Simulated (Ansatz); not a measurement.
Input and command of a calculation in Ansatz (plane waves; scalar-relativistic PAW potentials unless the input names others):

```yaml
crystal:
  lattice:
    - [4.4414885964, 0.0, 0.0]
    - [0.0, 4.4414885964, 0.0]
    - [0.0, 0.0, 3.2379909406]
  atoms:
    - { symbol: Sn, position: [0.0, 0.0, 0.0] }
    - { symbol: Sn, position: [0.5, 0.5, 0.5] }
    - { symbol: O, position: [0.3066050863, 0.3066050863, 0.0] }
    - { symbol: O, position: [0.1933949137, 0.8066050863, 0.5] }
    - { symbol: O, position: [0.6933949137, 0.6933949137, 0.0] }
    - { symbol: O, position: [0.8066050863, 0.1933949137, 0.5] }
basis:
  ecutwfc: 420
kpoints:
  mp_grid: { grid: [8, 8, 10] }
hamiltonian:
  xc: pbe
scf:
  occupations: { method: cold, width: 0.001 }
output:
  forces: true
  eigenvalues: true
  stress: true
```

```bash
ansatz run input.yaml --threads 2 --pin off --max-ram 5120MiB --backend cpu --events-out ev --progress --plain --runs-dir out
```

Abridged log:
```
Pseudopotentials: kind: paw
Pseudopotential: Sn, paw, valence charge 14, recommended cutoff 420 eV (normal)
Pseudopotential: O, paw, valence charge 6, recommended cutoff 420 eV (normal)
Functional definition: PBE
Crystal: 6 atoms, lattice volume = 63.875 Å³
Basis set: ecut = 420 eV, 1251 PW (Γ), exchange–correlation on 60×60×48 points (8 copies of the dense FFT grid, shifted against one another)
Bands: 32, of which v1, the nominal top of the filled ones, is band 26 counted from 1 (25 counted from 0)
Symmetry: 16 space group operations
Space group: P42/mnm (ITA 136), of the structure as read, at distance tolerance 4.0e-5 Å
k-points: 90 of 640
Initial density: superposition of atomic densities (neutral atoms: chi_scale 0, normalization atom), corrected by the library's trained network
Initial wavefunctions: pseudopotential atomic-orbital guess
Functional: x = pbe(κ = 0.804, μ = 0.21951497), c = pbe(β = 0.06672455)
SCF iter   1: F=—  HF=-14316.578184 eV  |F-HF|=—  |Δ(HF+E_count)|=         —  Δρ=1.55e-3  dr2=3.51e-4  ethr=1.77e-3  ⟨swp⟩=6.4  Hψ=12769  notcnv=0
SCF iter   2: F=—  HF=-14316.579533 eV  |F-HF|=—  |Δ(HF+E_count)|=   1.35e-3  S|Δr|=    0.00e0  Δρ=8.61e-4  dr2=1.08e-4  ethr=6.75e-7  ⟨swp⟩=3.0  Hψ=6882  notcnv=0  defer=156
SCF iter   3: F=—  HF=-14316.579858 eV  |F-HF|=—  |Δ(HF+E_count)|=   3.25e-4  S|Δr|=    0.00e0  Δρ=1.45e-4  dr2=9.91e-6  ethr=2.07e-7  ⟨swp⟩=2.6  Hψ=4792  notcnv=0  defer=66
automatic band count: iteration 3 solves 31 bands in place of 32: the levels show a gap, and the empty bands left out lie too high to hold charge; the band table lists the bands solved (type scf.n_extra_bands for more)
SCF iter   4: F=—  HF=-14316.579728 eV  |F-HF|=—  |Δ(HF+E_count)|=   1.30e-4  S|Δr|=    0.00e0  Δρ=5.36e-5  dr2=1.03e-6  ethr=1.91e-8  ⟨swp⟩=2.3  Hψ=5041  notcnv=0  defer=66
SCF iter   5: F=—  HF=-14316.579729 eV  |F-HF|=—  |Δ(HF+E_count)|=   2.32e-7  S|Δr|=    0.00e0  Δρ=2.40e-5  dr2=2.55e-7  ethr=1.98e-9  ⟨swp⟩=2.3  Hψ=4183  notcnv=0  defer=66
SCF iter   6: F=-14316.579729 eV  HF=-14316.579729 eV  |F-HF|=1.11e-8  |Δ(HF+E_count)|=   1.13e-7  S|Δr|=    0.00e0  Δρ=5.98e-6  dr2=1.73e-8  ethr=1.92e-10  ⟨swp⟩=7.4  Hψ=11443  notcnv=0
SCF 1 converged in 6 iterations: F = -14316.579729 eV  dr2 = 1.73e-8
SCF converged after 6 iterations
Stability not checked: this state was not tested for a lower state beside it, because cold or Methfessel-Paxton smearing, or corrected tetrahedra, fill the levels in a way that the test cannot read (fill_not_monotonic; see scf.lower_state_search)
Free energy (F): -14316.579729 eV
Harris-Foulkes:  -14316.579729 eV  (|F-HF|=1.11e-8)
Internal energy: -14316.579729 eV  (E = F + TS)
E sigma→0 (E₀):  -14316.579729 eV
Fermi energy:    12.539663 eV
Step filling:    the computed levels leave a gap of 2.4745 eV = 2474.5 smearing widths at the electron count; against every level under it full and every level over it empty, smearing changes F+E_penalty+E_count by +0.00e0 meV and its σ→0 estimate by +0.00e0 meV
--- Forces (eV/Å), atoms counted from 1 ---
  atom   1  Sn     0.00000000     0.00000000     0.00000000
  atom   2  Sn     0.00000000     0.00000000     0.00000000
  atom   3  O      0.19859382     0.19859382     0.00000000
  atom   4  O     -0.19859382     0.19859382     0.00000000
  atom   5  O     -0.19859382    -0.19859382     0.00000000
  atom   6  O      0.19859382    -0.19859382     0.00000000
--- Stress (GPa, compression-positive) ---
       45.489332       0.000000       0.000000
        0.000000      45.489332       0.000000
        0.000000       0.000000      33.152327
  P = ⅓ Tr σ = 41.3770 GPa (413.770 kbar)
```

Apart from outputs and empty bands, the input differs from a reference run on usual settings in scf.occupations.width: 0.05 → 0.001; scf.occupations.method: "gaussian" → "cold"; kpoints.mp_grid.grid: [6, 6, 8] → [8, 8, 10]. The reference, at the same geometry (not necessarily relaxed), gave pressure 41.38 GPa, largest force 0.281 eV/Å, gap on the mesh 2.47 eV. This run converged in 6 SCF iterations (reference: 6) with an energy at zero smearing 0.01 meV/atom below the reference's, pressure 41.38 GPa, largest force 0.281 eV/Å, gap on the mesh 2.47 eV.

The run took 11 s on 2 threads of AMD EPYC (Zen 3) (shared host), peak memory 0.44 GiB.